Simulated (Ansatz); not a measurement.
Here is the system:

Ga4BiAs3:
```yaml
crystal:
  lattice:
    - [0.00000, 4.08478, -5.78574]
    - [0.00000, 4.08478, 5.78574]
    - [4.06998, 0.00000, 0.00000]
  atoms:
    - { symbol: Ga, position: [0.63949, 0.36051, 0.50000] }
    - { symbol: Ga, position: [0.10616, 0.36795, 0.00000] }
    - { symbol: Ga, position: [0.63205, 0.89384, 0.00000] }
    - { symbol: Ga, position: [0.12343, 0.87657, 0.50000] }
    - { symbol: Bi, position: [0.49944, 0.50056, 0.00000] }
    - { symbol: As, position: [0.99910, 0.00090, 0.00000] }
    - { symbol: As, position: [0.49949, 0.99915, 0.50000] }
    - { symbol: As, position: [0.00085, 0.50051, 0.50000] }
```

This is the LDA-relaxed structure.

All from LDA in the plane-wave PAW code Ansatz, unless another level is named. Estimate the electronic character.

no gap, with almost no states at the Fermi level (zero-gap or semimetallic).

Next, the formation energy from the elements (no fitted shifts)?

-0.17 eV/atom.

Space group Amm2. The workflow started from a Materials Project entry (that database holds measured and hypothetical structures alike); the Crystallography Open Database copy checked does not list it. Its standing as an ambient phase is unchecked. Symmetry was held in the LDA relaxation; of distortions, only those at the zone centre were tested. The references are the lowest solids computed at this level, not always the standard phases. Spin–orbit coupling is left out wherever it is not named.

Potentials: the later of the program's two PAW sets.
